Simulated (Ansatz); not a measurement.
GaSb (zinc blende), relaxed with r²SCAN (Ansatz, a quantum-chemistry and plane-wave program, plane waves, PAW): a = 6.131 Å, b = 6.131 Å, c = 6.131 Å, α = 90.00°, β = 90.00°, γ = 90.00°.

- gap (eV): 0.42
- ΔH_f (eV/atom): -0.23
- B₀ by P(V) fit (GPa): 52.9
- K_Hill (GPa): 53.6
- G_Hill (GPa): 34.8
- highest Γ mode, no LO–TO term (cm⁻¹): 224
- Θ_D (K): 270

Question: The same phase is relaxed and computed with PBE in the same code. What are the cell and these values now?

Answer: a = 6.214 Å, b = 6.214 Å, c = 6.214 Å, α = 90.00°, β = 90.00°, γ = 90.00°.

* **gap (eV)**: none
* **ΔH_f (eV/atom)**: -0.17
* **B₀ by P(V) fit (GPa)**: 44.6
* **K_Hill (GPa)**: 44.6
* **G_Hill (GPa)**: 28.9
* **highest Γ mode, no LO–TO term (cm⁻¹)**: 208
* **Θ_D (K)**: 248

All cells were relaxed under the symmetry of their starts (and spin orders); stability against distortions was not tested throughout. Spin–orbit coupling is left out wherever it is not named.

Potentials: the later of the program's two PAW sets.

Ansatz is a plane-wave DFT program.

Formation energies count from the lowest solids of the elements computed at the same level, not from gases.
